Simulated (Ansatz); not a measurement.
TiSi$_{2}$:
```xyz
6
Lattice="0.0000 4.1321 4.2858 2.4009 0.0000 4.2858 2.4009 4.1321 0.0000" Properties=species:S:1:pos:R:3 pbc="T T T"
Si     2.4009     5.4764     4.2858
Si     2.4009     2.7879     4.2858
Si     3.6014     4.8539     6.4287
Si     3.6014     7.5424     6.4287
Ti     0.0000     0.0000     0.0000
Ti     1.2005     2.0661     2.1429
```

Relaxed with PBE. Special points in fractions of this cell's reciprocal vectors: Γ (0.000, 0.000, 0.000); Y (0.500, 0.000, 0.500); T (1.000, 0.500, 0.500); Z (0.500, 0.500, 0.000); Σ0 (0.000, 0.413, 0.413); U0 (1.000, 0.587, 0.587); C0 (0.500, 0.244, 0.744); A0 (0.500, 0.756, 0.256); L (0.500, 0.500, 0.500).

**Question.** List the band energies nearest the Fermi level at these points for the program Ansatz at the PBE level (PAW).

**Answer.** In eV from the Fermi level; about four levels below and three above (degenerate sets whole), none deeper than 8.9 eV; points with the same levels are listed once.

```json
[
 {"k": "Γ", "below": "-2.06 -1.77 -1.34 -0.91", "above": "2.04 3.08 3.25"},
 {"k": "Y", "below": "-2.33 -2.33 -0.85 -0.85", "above": "1.27 1.27 3.22 3.22"},
 {"k": "T", "below": "-1.12 -1.12 -0.64 -0.64", "above": "0.84 0.84 2.25 2.25"},
 {"k": "Z", "below": "-1.55 -1.55 -0.95 -0.95", "above": "0.73 0.73 3.18 3.18"},
 {"k": "Σ0", "below": "-2.38 -2.02 -1.32 -0.40", "above": "0.06 0.12 0.73"},
 {"k": "C0", "below": "-1.66 -1.66 -1.38 -1.38", "above": "1.39 1.39 2.09 2.09"},
 {"k": "L", "below": "-2.47 -1.91 -1.03 -0.01", "above": "0.15 0.98 1.36"}
]
```

Space group Fddd. Symmetry was held in the PBE relaxation. The run is not spin-polarised.

Potentials: the later of the program's two PAW sets.
